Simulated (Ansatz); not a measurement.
Pt (fcc (Cu type), Fm-3m) under volume change, PBE in the plane-wave PAW code Ansatz, scaled uniformly.

```csv
V (Å³/atom),E − E(relaxed) (meV/atom),P (GPa)
14.234,(withheld),(withheld)
14.703,49.8,18.18
15.172,11.6,8.22
15.642,0.0,0.00
16.111,10.2,-6.77
16.580,38.5,-12.32
17.049,(withheld),(withheld)
```

Q: Some entries are withheld; supply them.

A: 
- 14.234, E − E(relaxed) (meV/atom): 120.2
- 14.234, P (GPa): 30.24
- 17.049, E − E(relaxed) (meV/atom): 81.4
- 17.049, P (GPa): -16.85

Q: What does a third-order Birch–Murnaghan fit give for V₀, B₀ and B′?

A: V₀ = 15.64 Å³/atom, B₀ = 248 GPa, B′ = 5.5.

Symmetry was held in the PBE relaxation. No spin polarisation was allowed. Spin–orbit coupling is left out wherever it is not named.

Potentials: the earlier of the program's two PAW sets.
